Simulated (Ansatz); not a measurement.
Crystals of one structure type (bcc (W type)), relaxed and computed with PBE+D3(BJ) in the plane-wave PAW code Ansatz.

| crystal | a (Å) | spin order and moments (μB) |
|---|---|---|
| V | 2.950 | moments vanished |
| Cr | 2.832 | antiferromagnetic; net 0.00 per atom; largest site about 0.9 |
| Fe | 2.804 | ferromagnetic; net 2.10 per atom; largest site about 2.2 |
| Rb | 5.549 | not spin-polarised |
| Nb | 3.267 | not spin-polarised |
| Mo | 3.130 | not spin-polarised |
| Ba | 4.919 | not spin-polarised |
| W | 3.160 | not spin-polarised |

Spin orders computed, not proven ground states: Cr, bcc (W type) antiferromagnetic; Fe, bcc (W type) ferromagnetic. Began spin-polarised and lost the moments: V, bcc (W type). All cells were relaxed under the symmetry of their starts (and spin orders); stability against distortions was not tested throughout. Rows with no word on spin ran without spin polarisation. Scalar-relativistic: spin–orbit coupling is off unless named, which matters more the heavier the elements.

Potentials: the earlier of the program's two PAW sets.
